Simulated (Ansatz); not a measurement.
Values for one crystal, relaxed and computed with plane-wave PAW LDA (Ansatz code); other levels are named.

| Item | Value |
|---|---|
| Volume per atom | 25.78 Å³ |
| Band gap | 1.20 eV (direct) |
| Valence-band maximum | at Γ |
| Formation energy from the elements (no fitted shifts) | 0.027 eV/atom |
| Electron effective mass | 0.091, 0.15, 0.15 mₑ (principal values) |
| Conduction-band minimum | at Γ |
| Pressure derivative B′ | 6.2 |

### Question
Which of these materials gives this?
A. TlBr, CsCl type
B. CsBr, CsCl type
C. Cs2CaBr4, I4/mmm (Cs on 4e, Ca on 2a, Br on 4e, Br on 4c)
D. AuBr, I4_1/amd (Au on 8c, Br on 8e)

### Answer
D, AuBr, I4_1/amd (Au on 8c, Br on 8e)

The workflow started from an entry of the Crystallography Open Database (COD), which files this formula under 2 space groups. Whether it is the stable phase at ambient conditions was not checked. The cell was relaxed with LDA under the symmetry of its start; its stability against distortions is not shown here. The references are the lowest solids computed at this level, not always the standard phases. Spin–orbit coupling is left out wherever it is not named.

Potentials: the later of the program's two PAW sets.
